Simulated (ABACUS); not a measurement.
Input and output of a self-consistent single point for Ag (C2/m, 1 atom in the cell; from Materials Project mp-124, changed as shown) (ABACUS).

Computed with LDA (PW92), PseudoDojo 0.4 standard norm-conserving LDA (tails mended) pseudopotentials (plane waves; ABACUS).

The change in words: lattice vector c scaled by 0.98. Reference geometry (Fm-3m):
```yaml
crystal:
  lattice:
    - [0.00000, 2.03720, 2.03720]
    - [2.03720, 0.00000, 2.03720]
    - [2.03720, 2.03720, 0.00000]
  atoms:
    - { symbol: Ag, position: [0.00000, 0.00000, 0.00000] }
```

Reference input (self-consistent single point, DFT, LDA (PW92), plane waves, PseudoDojo 0.4 standard norm-conserving LDA (tails mended) pseudopotentials): KPT = Gamma 12 12 12 0 0 0; basis_type = pw; dft_functional = PWLDA; ecutwfc = 86 Ry; smearing_method = gaussian; smearing_sigma = 0.0199916 Ry; potentials = PseudoDojo 0.4 standard norm-conserving LDA (tails mended); symmetry = 1; ks_solver = dav_subspace; scf_nmax = 100; scf_thr = 1.0e-09 Ry; mixing_type = pulay. This run's input differs from it in these lines:

```diff
@@ -28,3 +28,3 @@
    3.8497481714    0.0000000000    3.8497481714
-   3.8497481714    3.8497481714    0.0000000000
+   3.7727531701    3.7727531701    0.0000000000
```

The program printed (abridged):

```
 SELF-CONSISTENT
 -------------------------------------------
                                 init_chg = atomic

 PW ALGORITHM --------------- ION=   1  ELEC=   1--------------------------------
 Notice: Threshold on eigenvalues was too large.

 Density error is 0.0745355282299
                          Error Threshold = 0.000393046637054
 E_KohnSham     -309.9598408339      -4217.2199865147
 E_Fermi        1.3332697118         18.1400650512

 PW ALGORITHM --------------- ION=   1  ELEC=   2--------------------------------

 Density error is 0.00197255535592
                          Error Threshold = 0.000392292253842
   [... lines left out ...]

 Density error is 2.38568316546e-08
                          Error Threshold = 1.84346458975e-09
 E_KohnSham     -309.9733058540      -4217.4031875115
 E_Fermi        1.2945327746         17.6130219822

 PW ALGORITHM --------------- ION=   1  ELEC=   9--------------------------------

 Density error is 3.32697742755e-10
                          Error Threshold = 1.25562271866e-10
 E_KohnSham     -309.9733058596      -4217.4031875872
 E_KS(sigma->0) -309.9728564421      -4217.3970729488
 E_entropy(-TS) -0.0008988349        -0.0122292767
 E_Fermi        1.2945139798         17.6127662653
 charge density convergence is achieved
 final etot is -4217.4031876 eV
 EFERMI = 17.612766265 eV

 STATE ENERGY(eV) AND OCCUPATIONS    NSPIN == 1
   [... 17 lines left out ...]

 TOTAL-FORCE (eV/Angstrom)
                       Ag1         0.0000000000         0.0000000000         0.0000000000

 TOTAL-STRESS (KBAR)
       -40.5408031684         8.7355874194        -4.0597058643
         8.7355874194       -40.5408031684        -4.0597058643
        -4.0597058643        -4.0597058643       -43.7171958185
 TOTAL-PRESSURE: -41.599601 KBAR

 --------------------------------------------
 !FINAL_ETOT_IS -4217.4031875871896773 eV
 --------------------------------------------
```

The run converged in 9 iterations. Against the reference run the free energy goes down by 9.7 meV/atom and the pressure goes from -6.39 to -4.16 GPa.

The structure comes from a collection of computed structures, made at another level of theory; the collection holds predicted forms beside known ones. Its lattice was then scaled.

Cost on one core: around 2.9 core-minutes (rough).

“Tails mended”: in these copies of the files the far tail of each local potential was reset to the Coulomb form.
